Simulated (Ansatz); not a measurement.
Response of BiTe to small distortions

```xyz
2
Lattice="0.0000 3.2350 3.2350 3.2350 0.0000 3.2350 3.2350 3.2350 0.0000" Properties=species:S:1:pos:R:3 pbc="T T T"
Bi    0.0000    0.0000    0.0000
Te    3.2350    3.2350    3.2350
```

Atoms are numbered in the order listed.

The cell is COD entry 9008604, as deposited and not checked against the literature; nothing was relaxed.

Spin–orbit coupling is left out, though it moves levels of the heavy atoms by tenths of an eV or more.

The calculation used DFT, PBE, all-electron PAW with datasets made for the crystal, scalar-relativistic (Ansatz 0.2.0).

Sampling and basis: a Γ-centred 10×10×10 k mesh, Fermi–Dirac smearing of 0.08 eV, cutoff 240 eV (chosen by the program for this cell), no spin polarisation.

The unchanged cell is at 0.80 GPa.

In a metal, stresses and small energies carry noise from the k mesh.

x, y and z are the Cartesian axes of the cell as listed; fractional coordinates follow a strain, and an engineering shear is twice the off-diagonal strain component.

(1) With this change (xy engineering shear strain of -4 %), what becomes of the energy and stress?

(2) With this change (xy engineering shear strain of +3 %), what becomes of the energy and stress?

(3) With this change (atom 1 (Bi) moved by (0.0212, 0.0212, 0.0000) Å), what becomes of the energy and stress and forces?

(4) What force constant does this one finite step give for Bi1 along its displacement (all its periodic images move with it)?

Results:

(1) Energy change under 1 meV/atom; stress change (xx, yy, zz, yz, xz, xy) -0.03, -0.03, -0.02, 0.00, 0.00, -0.04 GPa, compression positive.

(2) Energy change under 1 meV/atom; stress change (xx, yy, zz, yz, xz, xy) -0.02, -0.02, -0.01, 0.00, 0.00, 0.04 GPa, compression positive.

(3) Energy change under 1 meV/atom; stress change (xx, yy, zz, yz, xz, xy) 0.02, 0.02, 0.01, 0.00, 0.00, -0.01 GPa, compression positive; change of the force on Bi1 (-0.054, -0.054, 0.000) eV/Å.

(4) k = −ΔF·u/|u|² = 2.56 eV/Å², so the force pulls the atom back.
